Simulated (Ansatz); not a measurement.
MoSi2 (MoSi2 type, space group I4/mmm)

```
MoSi2
1.0
   -1.60108     1.60108     3.90975
    1.60108    -1.60108     3.90975
    1.60108     1.60108    -3.90975
Mo Si
1 2
Cartesian
  0.00000   0.00000   0.00000
  0.00000   0.00000   2.62187
  0.00000   0.00000   5.19763
```

Scan: atom 1 (Mo, nearest neighbour Si at 2.605 Å; its periodic images, 3.2 Å or more away, move with it) is displaced along Cartesian z, direction (0.000, 0.000, 1.000) in Cartesian axes, by s. The other atoms stay.

Computed with r2SCAN (plane waves to 500 eV, PAW, scalar-relativistic; Ansatz, a quantum-chemistry and plane-wave program). k mesh 12×12×12 (Γ-centred), Fermi-Dirac smearing 0.05 eV. Energies are smeared free energies. With partly filled bands, energies and forces of such displacements shift with the k mesh and the smearing. MoSi2 is run without spin polarisation. MoSi2 was relaxed with its symmetry unable to fall. The PAW data are Ansatz's earlier set. ΔE is measured from the undisplaced structure. The last digit holds for this mesh only.

| s (Å) | ΔE (meV/cell) |
|---|---|
| -0.260 | 477.8 |
| -0.208 | withheld |
| -0.156 | 168.2 |
| -0.104 | 74.2 |
| -0.052 | 18.5 |
| 0.000 | 0.0 |
| 0.052 | 18.5 |
| 0.104 | 74.2 |
| 0.156 | 168.2 |
| 0.208 | withheld |
| 0.260 | 477.8 |

Q: Fit an even polynomial form (powers 2, 4) to the given rows and predict ΔE at s = 0.208.

A: Least squares on the 9 given rows: ΔE = (6823)·s² + (3625)·s⁴, in meV/cell with s in Å; root-mean-square residual 0.02 meV/cell. At 0.208 the fit gives 302.0 meV/cell; the calculation gives 302.0 meV/cell, the same to the digits shown. The quadratic term alone would give 295.2 meV/cell.

(A displaced cell: forces are minus the slopes of the energy, force constants its curvatures, and phonons follow from these.)
